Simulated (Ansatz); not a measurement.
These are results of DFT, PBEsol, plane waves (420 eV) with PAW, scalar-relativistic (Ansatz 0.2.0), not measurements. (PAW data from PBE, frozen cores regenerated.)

An element in the diamond structure gives this curve. The cell is scaled uniformly from the relaxed one, with fractional coordinates and shape fixed. Energies are extrapolated to zero smearing, pressures are those at the given smearing. Magnetic state: spin not included.

| V (Å³/atom) | E − E₀ (meV/atom) | P (GPa) |
| --- | --- | --- |
| 44.789 | 43.5 | 2.80 |
| 46.824 | 16.6 | 1.57 |
| 48.860 | 3.3 | 0.66 |
| 50.896 | 0.0 | -0.01 |
| 52.932 | 4.0 | -0.48 |
| 54.968 | 13.2 | -0.81 |
| 57.004 | 26.1 | -1.02 |

Problem. Which element is it?
A. barium
B. lead
C. antimony
D. lutetium

Solution. A. Its fit is V₀ = 50.70 Å³/atom, B₀ = 14.6 GPa, B₀′ = 7.0.
